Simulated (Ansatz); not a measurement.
## HfO$_{2}$: do energies and stresses tell the same story?

Method: Ansatz 0.2.0, DFT r2SCAN, scalar-relativistic, plane waves, PAW.

Plane waves to 500 eV, a k mesh through Γ of 8×8×8 on the computed 3-atom cell and Gaussian smearing (0.02 eV); no spin polarisation.

Relaxed cell: Fm-3m, a = 5.058 Å, b = 5.058 Å, c = 5.058 Å, α = 90.00°, β = 90.00°, γ = 90.00°, 3 atoms in the primitive cell. This fluorite-type form isn't the usual stable structure of the compound.

Energies at zero smearing and pressures from the stress tensor, at volumes with shape and atoms relaxed:
| V (Å³/atom) | E − E(first) (meV/atom) | P (GPa) |
| --- | --- | --- |
| 10.138 | 0.00 | 19.09 |
| 10.462 | -27.91 | 8.82 |
| 10.785 | -36.60 | 0.02 |
| 11.109 | -28.85 | -7.51 |
| 11.433 | -7.01 | -13.96 |

Problem. Check P = −dE/dV between neighbouring volumes, and get the bulk modulus from the pressures alone.

Solution. With 1 eV/Å³ = 160.2 GPa:
| middle V (Å³/atom) | −ΔE/ΔV (GPa) | mean P (GPa) |
| --- | --- | --- |
| 10.300 | 13.822 | 13.954 |
| 10.624 | 4.301 | 4.420 |
| 10.947 | -3.837 | -3.743 |
| 11.271 | -10.814 | -10.733 |

The two differ by 0.13 GPa at most. The mean of two end pressures misses the average over a step by about ΔV² P″/12, up to 0.13 GPa here; with that taken off 0.01 GPa remains. Around V = 10.785 Å³/atom, the two neighbours give B = −V ΔP/ΔV = 10.785 × 16.33 / 0.647 = 272.1 GPa, against B0 = 270.8 GPa from the Birch–Murnaghan fit of the energies.

Spin–orbit coupling is left out, which can shift energies with elements as heavy as these.